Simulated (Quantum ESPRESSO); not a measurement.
## Si6NAl (input and log of a self-consistent run)

Simulated, not a measurement. The program is pw.x of Quantum ESPRESSO 7.5 (plane-wave density functional theory). The cell is made up: 8 atoms on a zincblende/diamond lattice, with randomly drawn elements, strain and displacements, not relaxed. PseudoDojo standard norm-conserving files (v0.5 for PBE, v0.4.1 for LDA and PBEsol) set the functional; there is no spin polarisation, spin-orbit coupling or dispersion term, and the masses in the input are unused placeholders.

Input:

```
&control calculation='scf', pseudo_dir='./dojo.nc.sr.pbe.v0_5.standard.upf', outdir='./o', disk_io='medium', tprnfor=.true., tstress=.true. /
&system ibrav=0, nat=8, ntyp=3, nbnd=26, ecutwfc=84.00895049, nosym=.true., tot_charge=0,
 occupations='smearing', smearing='fd', degauss=0.0073498644
/
&electrons conv_thr=7.350e-09, electron_maxstep=60, /
ATOMIC_SPECIES
Al 1.0 Al.upf
N 1.0 N.upf
Si 1.0 Si.upf
CELL_PARAMETERS angstrom
5.3814 0.066 0.0458
0.066 5.4966 0.0545
0.0458 0.0545 5.4444
ATOMIC_POSITIONS angstrom
Si -0.0242 0.0377 0.0599
Si 0.0306 2.78 2.858
N 2.6831 0.1212 2.71
Si 2.6142 2.8123 0.0046
Si 1.2818 1.4271 1.4053
Si 1.4387 4.1836 4.1821
Si 4.1458 1.3932 4.0793
Al 4.188 4.0218 1.4184
K_POINTS automatic
6 6 6 1 1 1
```

The log is shortened where brackets say so; the opening notice, blank lines, dates and the lines on written files are dropped, and the path of the files is cut. It prints rydbergs, bohrs and kilobars, and counts compression as positive stress.

```
     Program PWSCF v.7.5
     Parallel version (MPI & OpenMP), running on       1 processor cores
     Number of MPI processes:                 1
     Threads/MPI process:                     1
     [start-up lines left out]
     bravais-lattice index     =            0
     lattice parameter (alat)  =      10.1705  a.u.
     unit-cell volume          =    1086.4225 (a.u.)^3
     number of atoms/cell      =            8
     number of atomic types    =            3
     number of electrons       =        32.00
     number of Kohn-Sham states=           26
     kinetic-energy cutoff     =      84.0090  Ry
     charge density cutoff     =     336.0358  Ry
     scf convergence threshold =      7.3E-09
     mixing beta               =       0.7000
     number of iterations used =            8  plain     mixing
     Exchange-correlation= PBE
                           (   1   4   3   4   0   0   0)
     [axes and pseudopotential details left out]
   Cartesian axes
     site n.     atom                  positions (alat units)
         1        Si     tau(   1) = (  -0.0044965   0.0070048   0.0111297  )
         2        Si     tau(   2) = (   0.0056856   0.5165366   0.5310294  )
         3        N      tau(   3) = (   0.4985322   0.0225195   0.5035303  )
         4        Si     tau(   4) = (   0.4857302   0.5225381   0.0008547  )
         5        Si     tau(   5) = (   0.2381643   0.2651617   0.2611111  )
         6        Si     tau(   6) = (   0.2673170   0.7773319   0.7770532  )
         7        Si     tau(   7) = (   0.7703085   0.2588629   0.7579525  )
         8        Al     tau(   8) = (   0.7781494   0.7472687   0.2635452  )
     number of k points=   108  Fermi-Dirac smearing, width (Ry)=  0.0073
     Number of k-points >= 100: set verbosity='high' to print them.
     Dense  grid:   112983 G-vectors     FFT dimensions: (  60,  64,  64)
     Estimated max dynamical RAM per process >     132.25 MB
     Initial potential from superposition of free atoms
     starting charge      31.9939, renormalised to      32.0000
     Starting wfcs are   32 randomized atomic wfcs
     total cpu time spent up to now is       25.8 secs
     per-process dynamical memory:   105.1 Mb
     Self-consistent Calculation
     iteration #  1     ecut=    84.01 Ry     beta= 0.70
     Davidson diagonalization with overlap
     ethr =  1.00E-02,  avg # of iterations =  4.2
     total cpu time spent up to now is      113.4 secs
     total energy              =     -75.64612347 Ry
     estimated scf accuracy    <       0.57970103 Ry
     iteration #  2     ecut=    84.01 Ry     beta= 0.70
     Davidson diagonalization with overlap
     ethr =  1.81E-03,  avg # of iterations =  4.1
     total cpu time spent up to now is      189.2 secs
     total energy              =     -75.39937661 Ry
     estimated scf accuracy    <       3.23091895 Ry
     iteration #  3     ecut=    84.01 Ry     beta= 0.70
     Davidson diagonalization with overlap
     ethr =  1.81E-03,  avg # of iterations =  2.9
     total cpu time spent up to now is      253.2 secs
     total energy              =     -75.87838999 Ry
     estimated scf accuracy    <       0.08023343 Ry
     iteration #  4     ecut=    84.01 Ry     beta= 0.70
     Davidson diagonalization with overlap
     ethr =  2.51E-04,  avg # of iterations =  4.1
     total cpu time spent up to now is      309.9 secs
     total energy              =     -75.89257613 Ry
     estimated scf accuracy    <       0.00715309 Ry
     iteration #  5     ecut=    84.01 Ry     beta= 0.70
     Davidson diagonalization with overlap
     ethr =  2.24E-05,  avg # of iterations =  8.2
     total cpu time spent up to now is      392.8 secs
     total energy              =     -75.89373430 Ry
     estimated scf accuracy    <       0.00211233 Ry
     iteration #  6     ecut=    84.01 Ry     beta= 0.70
     Davidson diagonalization with overlap
     ethr =  6.60E-06,  avg # of iterations =  3.2
     total cpu time spent up to now is      453.6 secs
     total energy              =     -75.89409628 Ry
     estimated scf accuracy    <       0.00014068 Ry
     iteration #  7     ecut=    84.01 Ry     beta= 0.70
     Davidson diagonalization with overlap
     ethr =  4.40E-07,  avg # of iterations =  2.8
     total cpu time spent up to now is      512.1 secs
     total energy              =     -75.89412621 Ry
     estimated scf accuracy    <       0.00001029 Ry
     iteration #  8     ecut=    84.01 Ry     beta= 0.70
     Davidson diagonalization with overlap
     ethr =  3.22E-08,  avg # of iterations =  2.8
     total cpu time spent up to now is      566.7 secs
     total energy              =     -75.89413005 Ry
     estimated scf accuracy    <       0.00000166 Ry
     iteration #  9     ecut=    84.01 Ry     beta= 0.70
     Davidson diagonalization with overlap
     ethr =  5.17E-09,  avg # of iterations =  2.1
     total cpu time spent up to now is      616.8 secs
     total energy              =     -75.89413036 Ry
     estimated scf accuracy    <       0.00000030 Ry
     iteration # 10     ecut=    84.01 Ry     beta= 0.70
     Davidson diagonalization with overlap
     ethr =  9.38E-10,  avg # of iterations =  2.0
     total cpu time spent up to now is      665.2 secs
     total energy              =     -75.89413040 Ry
     estimated scf accuracy    <       0.00000003 Ry
     iteration # 11     ecut=    84.01 Ry     beta= 0.70
     Davidson diagonalization with overlap
     ethr =  1.08E-10,  avg # of iterations =  2.7
     total cpu time spent up to now is      714.7 secs
     End of self-consistent calculation
     Number of k-points >= 100: set verbosity='high' to print the bands.
     the Fermi energy is     5.0015 ev
!    total energy              =     -75.89413041 Ry
     estimated scf accuracy    <          3.3E-09 Ry
     smearing contrib. (-TS)   =      -0.00373732 Ry
     internal energy E=F+TS    =     -75.89039310 Ry
     The total energy is F=E-TS. E is the sum of the following terms:
     one-electron contribution =       7.74067721 Ry
     hartree contribution      =      10.13489141 Ry
     xc contribution           =     -26.25167358 Ry
     ewald contribution        =     -67.51428814 Ry
     convergence has been achieved in  11 iterations
     Forces acting on atoms (cartesian axes, Ry/au):
     atom    1 type  3   force =     0.02038210   -0.01866455   -0.01615343
     atom    2 type  3   force =     0.05489326   -0.01300450    0.01594351
     atom    3 type  2   force =    -0.00211905   -0.00482640    0.00857238
     atom    4 type  3   force =     0.06480780   -0.06473172    0.02132234
     atom    5 type  3   force =     0.06488811   -0.03113147    0.04605874
     atom    6 type  3   force =    -0.00437096    0.08491368   -0.06912405
     atom    7 type  3   force =    -0.10967813   -0.01929795   -0.00636501
     atom    8 type  1   force =    -0.08880312    0.06674291   -0.00025448
     Total force =     0.239789     Total SCF correction =     0.000074
     Computing stress (Cartesian axis) and pressure
          total   stress  (Ry/bohr**3)                   (kbar)     P=      -29.39
  -0.00019344  -0.00008397   0.00008892          -28.46      -12.35       13.08
  -0.00008397  -0.00023803  -0.00031893          -12.35      -35.01      -46.92
   0.00008892  -0.00031893  -0.00016789           13.08      -46.92      -24.70
     init_run     :     25.46s CPU     25.75s WALL (       1 calls)
     electrons    :    664.99s CPU    688.87s WALL (       1 calls)
     forces       :     11.55s CPU     11.67s WALL (       1 calls)
     stress       :     50.28s CPU     50.45s WALL (       1 calls)
     [timing details left out]
     PWSCF        :  12m32.59s CPU  12m57.37s WALL
     JOB DONE.
```

In other units: free energy -1032.592 eV for the cell, pressure -2.94 GPa, largest force component 2.820 eV/Å. A rerun of the same cell at another strain at 1437 eV and a 8 x 8 x 8 mesh moved values by no more than 0.004 eV in energy, 0.06 GPa in stress and 0.016 eV/Å in force.